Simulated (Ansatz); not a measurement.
YTaN3:
```
YTaN3
1.0
    4.03032     0.00000     0.00000
    0.00000     4.03032     0.00000
    0.00000     0.00000     4.03032
Y Ta N
1 1 3
Direct
  0.00000   0.00000   0.00000
  0.50000   0.50000   0.50000
  0.50000   0.50000   0.00000
  0.50000   0.00000   0.50000
  0.00000   0.50000   0.50000
```

Relaxed with r²SCAN.

Task: Map the electron localisation function on the plane through (0.000, 0.000, 0.000) spanned by u = [1, 0, 0] and v = [0, 1, 1] in lattice vectors, from r²SCAN in the plane-wave PAW code Ansatz.

Result: x is the fraction of u, y of v (the angle between them is 90°; rows are the nearest grid lines); atoms in the plane: Y at (0.00, 0.00), Ta at (0.50, 0.50), N at (0.00, 0.50).
```
|-+%@@*.       .*@@%+-|
|+#@@@+         +@@@#+|
|@@@@%-         -%@@@@|
|@@%+:           :+%@@|
|+=-.    .....    .-=+|
|       .......       |
|      .........      |
|##*+:.   ...   .:+*##|
|%%%#=. .-+++-. .=#%%%|
|@@@%+..=#%%%#=..+%@@@|
|*%@@*:-#%#*#%#-:*@@%*|
|.=%@#:=%#-.-#%=:#@%=.|
|.=%@#:=%#-.-#%=:#@%=.|
|*%@@*:-#%#*#%#-:*@@%*|
|@@@%+..=#%%%#=..+%@@@|
|%%%#=. .-+++-. .=#%%%|
|##*+:.   ...   .:+*##|
|      .........      |
|       .......       |
|+=-.    .....    .-=+|
|@@%+:           :+%@@|
|@@@@%-         -%@@@@|
|+#@@@+         +@@@#+|
|-+%@@*.       .*@@%+-|
```
Scale: ten equal steps from 0.023 (start of ' ') to 0.867 (end of '@'), in the order ' .:-=+*#%@'; x runs from 0.000 to 1.00, y from 0.000 (bottom) to 1.00 (top).

The density is the valence pseudo-density with augmentation charge, so density and ELF within about 1 Å of a nucleus are not all-electron values.

Space group Pm-3m (cubic perovskite). The start of the workflow was typed in or built on a structure type; neither database checked (COD, Materials Project) lists it. Whether it is the stable phase at ambient conditions was not checked. Symmetry was held in the r²SCAN relaxation; whether a distortion lowers the energy is not shown. The run is not spin-polarised. Spin–orbit coupling is left out wherever it is not named.

Potentials: the later of the program's two PAW sets.
